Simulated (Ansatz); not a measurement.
Relaxed-ion elastic tensor of ScAg$_{3}$ (Cu3Au type, Pm-3m) in GPa (Voigt order), plane-wave PAW r²SCAN (Ansatz code); density 8.24 g/cm³, 18.57 Å³ per atom.

```
 110  83.0  83.0   0.0   0.0   0.0
83.0   110  83.0   0.0   0.0   0.0
83.0  83.0   110   0.0   0.0   0.0
 0.0   0.0   0.0  40.6   0.0   0.0
 0.0   0.0   0.0   0.0  40.6   0.0
 0.0   0.0   0.0   0.0   0.0  40.6
```

Is the crystal mechanically stable?

Yes: the smallest eigenvalue of C is 26.6 GPa.

Work out the Voigt, Reuss and Hill averages.

K_V = 91.8, K_R = 91.8, K_H = 91.8; G_V = 29.7, G_R = 22.3, G_H = 26.0 GPa.

Give Young's modulus, Poisson's ratio, Pugh's ratio and the universal anisotropy index.

E = 9KG/(3K + G) = 71.2 GPa; ν = 0.37; K/G = 3.54 (ductile by the Pugh limit of 1.75); A_U = 5G_V/G_R + K_V/K_R − 6 = 1.66.

Estimate the sound speeds and the Debye temperature.

v_l = √((K + 4G/3)/ρ) = 3920 m/s, v_t = √(G/ρ) = 1780 m/s, mean 2000 m/s; Θ = (h/k)(3n/4πV)^(1/3) v_m = 225 K.

Give the Zener ratio and Young's modulus along [100], [110] and [111].

A = 2C44/(C11 − C12) = 3.06; 1/E = S11 − 2(S11 − S12 − S44/2)Γ with Γ = 0, 1/4, 1/3 gives 38.0, 73.3, 106 GPa.

Solve the Christoffel equation for the three sound speeds along [100], [110], [111].

Eigenvalues of C_ijkl n_j n_l equal ρv². In km/s, slowest first: [100] 2.22, 2.22, 3.65; [110] 1.27, 2.22, 4.08; [111] 1.65, 1.65, 4.21.

The start of the workflow was typed in or built on a structure type; neither database checked (COD, Materials Project) lists it. Whether it is the stable phase at ambient conditions was not checked. Symmetry was held in the r²SCAN relaxation; its stability against distortions is not shown here. The run is not spin-polarised. As this level gives no gap, shear constants depend on the k-mesh and smearing (Fermi–Dirac, 0.1 eV here).

Potentials: the later of the program's two PAW sets.
